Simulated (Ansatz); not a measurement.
The start is a relaxed Hf cell displaced along its unstable phonon at q = Γ (83i cm⁻¹), largest move 0.15 Å. The structure is fully relaxed (lattice and positions, P = 0) with PBEsol (plane waves to 420 eV, PAW, scalar-relativistic; Ansatz, a program for electronic structure). First-step values are on the input's coarse k-mesh.

Ansatz input (later rounds restart from its end on a renewed k-mesh):
Ansatz 0.2 input:
```yaml
crystal:
  lattice:
    - [-2.7355823006, 2.7355823006, 1.4833145758]
    - [2.7355823006, -2.7355823006, 1.4833145758]
    - [2.7355823006, 2.7355823006, -1.4833145758]
  atoms:
    - { symbol: Hf, position: [0.6994375629, 0.1994375629, 0.5] }
    - { symbol: Hf, position: [0.0505624371, 0.0505624371, 0] }
basis: { ecutwfc: 420, ecutrho_ratio: 4, xc_grid: 2, fft_grid_basis: typed }
kpoints: { mp_grid: { grid: [12, 12, 12] } }
hamiltonian:
  xc: pbesol
  dispersion: none
  pseudopotentials: { azcp: { folder: ./paw }, kind: paw }
scf: { occupations: { method: fermi_dirac, width: 0.05 } }
relax: { f_tol: 0.01, max_steps: 100, cell: { stress_tol: 0.02 } }
output: { forces: true, stress: true }
```

Q: How much energy is released per atom?

A: 0.16 eV/atom.

Q: How does the volume change?

A: +0.3 %, from 22.20 to 22.27 Å³/atom.

Q: Is the parent structure recovered?

A: It does not go back: it reaches P6/mmm (No. 191), AFLOW prototype A_hP1_191_a (A_f, as in Sn), 0.19 eV/atom below the parent.

Q: Is the relaxed structure metallic? Give its gap.

A: No gap (metallic).

Q: Give the final cell and atomic positions.

A: 
Space group P6/mmm (No. 191); a = b = 2.9472 Å, c = 2.9611 Å, α = β = 90.00°, γ = 120.00°

| atom | site | symmetry | x | y | z |
|---|---|---|---|---|---|
| Hf | 1a | 6/mmm | 0.0000 | 0.0000 | 0.0000 |

Final values are on a 18×18×16 k-mesh of the relaxed cell. No spin polarisation in the result.

The run could not lose the symmetry of its start, so the end can be a saddle point.

The relaxed structure here is a generated cell of Hf: the first start was made by placing the elements on the sites of a structure type, and the end was not matched to a known phase here, so it may be hypothetical. Known forms of Hf include space group No. 194.
